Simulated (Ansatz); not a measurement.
A distorted cell of MgH$_{2}$ (rutile):

```yaml
crystal:
  lattice:
    - [4.27763, 0.00000, 0.00000]
    - [0.00000, 4.27763, 0.00000]
    - [0.00000, 0.00000, 3.02995]
  atoms:
    - { symbol: Mg, position: [0.50000, 0.50000, 0.50000] }
    - { symbol: Mg, position: [0.00000, 0.00000, 0.00000] }
    - { symbol: H, position: [0.69533, 0.69533, 0.00000] }
    - { symbol: H, position: [0.30467, 0.30467, 0.00000] }
    - { symbol: H, position: [0.80467, 0.19533, 0.50000] }
    - { symbol: H, position: [0.19533, 0.80467, 0.50000] }
```

All values below come from r2SCAN (plane waves to 500 eV, PAW, scalar-relativistic; Ansatz, a program for electronic structure). k mesh 8×8×11 (Γ-centred), Fermi-Dirac smearing 0.05 eV. E stands for the smeared free energy. Compression counts positive. As the atoms are clamped, bonds stretch with the cell, which overstates energies and stresses. MgH2 was relaxed with its symmetry unable to fall.

Q: What is the stress tensor (GPa)?

A: 
```
    5.9      0.0      0.0
    0.0      5.9      0.0
    0.0      0.0      1.5
```
The pressure, a third of the trace, is 4.5 GPa.

Q: It is the relaxed cell deformed to V/V₀ = 0.920, (c/a)/(c/a)₀ = 1.060, c along z, fractional positions held. What is its energy relative to the relaxed cell?

A: 15.3 meV/atom.

(A scan under strain: stresses follow from slopes of the energy per volume, elastic moduli from its curvatures.)
